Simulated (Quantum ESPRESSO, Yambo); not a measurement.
CaCd$_{2}$P$_{2}$ (space group P-3m1, No. 164). The geometry is that of Materials Project entry mp-9570, symmetrised and not relaxed again. Chain: LDA (Quantum ESPRESSO, PseudoDojo norm-conserving, 102 Ry, no spin-orbit coupling); G0W0 in Yambo (3×3×2 Γ-centred k mesh, bands 10 to 217 and a 8 Ry block in the screening, 217 bands in G with the Bruneval-Gonze terminator, plasmon pole fitted at 27.2 eV); BSE (6×6×4 mesh, 6 valence and 10 conduction bands, static screening with 71 bands and a 3 Ry block, scissor 0.77 eV, Tamm-Dancoff).

| Quantity | Result |
|---|---|
| LDA gap (dense path) | 0.66 eV |
| LDA gap Γ → Γ on the GW mesh | 0.66 eV |
| LDA smallest direct gap on the GW mesh, at Γ | 0.66 eV |
| G0W0 direct gap at that point | 1.43 eV |
| G0W0 correction to the gap Γ → Γ | 0.77 eV |
| lowest exciton | no binding energy given (see below) |

Rough cost of the Yambo steps against G0W0 for 4 states: BSE about 3×.

Nearest settings tried, and what they do to the gap: 170 bands in W, 170 bands in G: +1 meV; 6 Ry block (209 vectors against 313): -12 meV; 3×3×1 mesh: -85 meV. So the settings aren't converged at that level. The k mesh is coarse. The BSE states are vertical excitations (zero momentum). The lowest state covers only about 1 of the 144 k points, so the mesh doesn't resolve it: its energy and its distance from the direct gap are mesh artefacts. An extended exciton needs a far denser mesh. Axes are Cartesian, with cell vectors (Å) (4.29, 0.00, 0.00), (-2.15, 3.72, 0.00), (0.00, 0.00, 7.06).

Spin-orbit splittings are left out.
